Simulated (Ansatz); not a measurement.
## What DFT gives for ScMn6In6

```xyz
13
Lattice="5.5844 0.0000 0.0000 -2.7922 4.8362 0.0000 0.0000 0.0000 8.7385" Properties=species:S:1:pos:R:3 pbc="T T T"
In    0.0000    0.0000    1.4506
In    0.0000    0.0000    7.2879
Mn    2.7922    0.0000    2.2021
Mn    1.3961    2.4181    2.2021
Mn   -1.3961    2.4181    2.2021
Mn   -1.3961    2.4181    6.5364
Mn    1.3961    2.4181    6.5364
Mn    2.7922    0.0000    6.5364
Sc    0.0000    0.0000    4.3692
In   -0.0003    3.2243    0.0000
In    2.7919    1.6119    0.0000
In   -0.0003    3.2243    4.3692
In    2.7919    1.6119    4.3692
```

The numbers come from plane-wave PAW DFT (Ansatz): r2SCAN, no spin polarisation, 500 eV, 7×7×4 Γ-centred k points, fermi-dirac occupations (width 0.1 eV). Nothing was relaxed.

Problem. What does the stress say?

Solution. The pressure is -10.6 GPa (compression positive), so with the atoms held at these fractions the cell would first shrink. The principal stresses -16.5, -16.5, 1.1 GPa differ, so its shape would change too.

Problem. What happens at the Fermi level?

Solution. It is a metal, with about 19 states/eV a cell as the mean within 0.25 eV of the Fermi level, mostly Mn d (88 %).

Problem. Which atom feels the largest force, and which way?

Solution. The largest is on In2 (and as large on other atoms): 0.60 eV/Å, components (0.00, 0.00, -0.60). It makes 75° with the line to a nearest neighbour, Mn8 at 2.89 Å.

Problem. Describe some of the short contacts.

Solution. Mn–In at 2.70 Å: least valence density 0.27 e/Å³ and ELF 0.27 there. Mn–Mn at 2.79 Å: least valence density 0.26 e/Å³ and ELF 0.37 there. In–In at 2.90 Å: least valence density 0.25 e/Å³ and ELF 0.42 there. These are pseudo-fields; inside the PAW spheres they differ from the all-electron ones.

Origin: a known structure type with other elements, at an estimated volume, so it need not be a known compound. Caveats: no spin polarisation, so a magnetic state may lie lower.
